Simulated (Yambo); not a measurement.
Yambo run on AlP (zinc blende, space group F-43m, No. 216). The wavefunctions are LDA (pw.x of Quantum ESPRESSO, ONCV potentials, no spin-orbit coupling) ones on a 4×4×4 mesh (4 occupied bands); a = b = c = 3.838 Å, α = β = γ = 60.00°.

Yambo input:

```
rim_cut
gw0
dyson
el_el_corr
HF_and_locXC
ppa
em1d
RandQpts= 1000000
RandGvec= 1 Ry
EXXRLvcs= 48 Ry
VXCRLvcs= 192 Ry
Chimod= "HARTREE"
% BndsRnXp
 1 | 112 |
%
NGsBlkXp= 11 Ry
% LongDrXp
 1.0 | 1.0 | 1.0 |
%
PPAPntXp= 27.2114 eV
% GbndRnge
 1 | 112 |
%
GTermKind= "BG"
DysSolver= "n"
ExtendOut
% QPkrange
 1 | 1 | 4 | 5 |
 7 | 7 | 5 | 5 |
%
```

k points by index: 1 = Γ, 7 = X.

The o-*.qp file then holds:

```
#    K-point    Band    Eo [eV]    E [eV]    E-Eo [eV]    Vxc [eV]    Vnlxc [eV]    Sc|Eo [eV]    Sc|E [eV]    dSc/dw|Eo [eV]    Re(Z)    Im(Z)
#
    1    4    0.000000    -0.887602    -0.887602    -11.85273    -14.11329    1.112785    1.372963    -7.975384    0.773338    -0.001593
    1    5    3.242477    3.368123    0.125647    -10.19679    -5.600109    -4.436559    -4.471037    -7.458288    0.784873    -0.001561
    7    5    1.420363    1.548211    0.127848    -8.516814    -4.615573    -3.741528    -3.773393    -6.775521    0.800640    -0.001504
```
(The two width columns are left out.) Convergence of these settings isn't established.

Geometry relaxed with LDA.
